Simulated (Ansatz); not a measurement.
**Computed properties of BaGe3Pt**

BaGe3Pt:
```xyz
5
Lattice="-2.2751 2.2751 5.0952 2.2751 -2.2751 5.0952 2.2751 2.2751 -5.0952" Properties=species:S:1:pos:R:3 pbc="T T T"
Ba     0.0000     0.0000    10.1820
Pt     0.0000     0.0000     6.5999
Ge     0.0000     0.0000     4.0827
Ge     0.0000     2.2751     2.5895
Ge     2.2751     0.0000     2.5895
```

Space group I4mm (No. 107); conventional cell a = b = 4.550 Å, c = 10.190 Å, α = β = γ = 90.00°.

Method: the program Ansatz at the PBEsol level (PAW). The cell and atoms are relaxed at this level. Other levels are named where they apply.

### Cell and energy

| Property | Value |
|---|---|
| Volume per atom | 21.10 Å³ |
| Density | 8.66 g/cm³ |
| Formation energy from the elements (no fitted shifts) | -0.71 eV/atom |

### Electronic structure

| Property | Result |
|---|---|
| Electronic character | metallic (no gap) |
| Density of states at the Fermi level | 0.30 states/eV per atom (mean over ±0.08 eV) |
| Gap with spin–orbit coupling | none (metallic) |

### Mechanics

| Property | Result |
|---|---|
| Bulk modulus (Birch–Murnaghan fit) | 86.8 GPa |
| Pressure derivative B′ | 4.8 |

The measured cell (COD 8102935; 293 K, pressure taken as ambient) has 21.31 Å³ per atom; the computed volume differs by -1.0 %, which includes thermal expansion and zero-point motion.

The workflow started from an entry of the Crystallography Open Database (COD, 293 K). Whether it is the stable phase at ambient conditions was not checked. The cell was relaxed with PBEsol under the symmetry of its start; its stability against distortions is not shown here. No spin polarisation was allowed. The references are the lowest solids computed at this level, not always the standard phases. Scalar-relativistic: spin–orbit coupling is off unless named, which matters more the heavier the elements.

Potentials: the later of the program's two PAW sets.
